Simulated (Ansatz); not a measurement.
Si:
```cif
data_Si12
_chemical_formula_sum 'Si12'
_space_group_name_H-M_alt 'P 1'
_space_group_IT_number 1
_cell_length_a 5.67122
_cell_length_b 5.67122
_cell_length_c 6.84947
_cell_angle_alpha 90.000
_cell_angle_beta 90.000
_cell_angle_gamma 90.000
loop_
_space_group_symop_operation_xyz
  'x, y, z'
loop_
_atom_site_label
_atom_site_type_symbol
_atom_site_fract_x
_atom_site_fract_y
_atom_site_fract_z
_atom_site_occupancy
Si1 Si 0.07902 0.07902 0.00000 1
Si2 Si 0.42098 0.57902 0.75000 1
Si3 Si 0.92098 0.92098 0.50000 1
Si4 Si 0.57902 0.42098 0.25000 1
Si5 Si 0.16474 0.37335 0.23621 1
Si6 Si 0.12665 0.66474 0.98621 1
Si7 Si 0.83526 0.62665 0.73621 1
Si8 Si 0.87335 0.33526 0.48621 1
Si9 Si 0.66474 0.12665 0.01379 1
Si10 Si 0.62665 0.83526 0.26379 1
Si11 Si 0.33526 0.87335 0.51379 1
Si12 Si 0.37335 0.16474 0.76379 1
```

Relaxed with r²SCAN. DFT-r²SCAN in the program Ansatz with PAW potentials gives a gap of 1.42 eV.

Question: What gap does HSE06 give on the same cell (Ansatz, PAW)?

Answer: 1.71 eV, 0.29 eV more. The hybrid was solved on a coarser mesh and at special points; its gap is the smallest among all of these.

| k | v1 r²SCAN | c1 r²SCAN | v1 HSE06 | c1 HSE06 |
|---|---|---|---|---|
| Γ | -0.19 | 1.45 | … | … |
| Z | -0.88 | 1.42 | -0.94 | 1.71 |
| M | -0.15 | 2.12 | … | … |
| A | -1.13 | 1.77 | … | … |
| R | -0.67 | 1.77 | -0.70 | 2.08 |
| X | -0.21 | 2.18 | … | … |

Question: Top valence (v1) and lowest conduction level (c1) in eV from each method's valence maximum (which need not be a listed point): supply the withheld HSE06 values.

Answer: 
- M, v1 HSE06: -0.12
- M, c1 HSE06: 2.46
- A, v1 HSE06: -1.19
- A, c1 HSE06: 2.08
- Γ, v1 HSE06: -0.22
- Γ, c1 HSE06: 1.76
- X, v1 HSE06: -0.22
- X, c1 HSE06: 2.52

Cost on shared cores: the r²SCAN run (SCF on a 5×5×4 mesh, then bands and DOS) very roughly 13 core-minutes, the HSE06 run (SCF on 3×3×3, then a few points) around 9 core-minutes (rough); the tasks are unlike.

Space group P4_32_12. The start of the workflow was typed in or built on a structure type; neither database checked (COD, Materials Project) lists it. It is not the phase usual at ambient conditions (space group No. 227). The cell was relaxed with r²SCAN under the symmetry of its start; whether a distortion lowers the energy is not shown.

Potentials: the earlier of the program's two PAW sets.
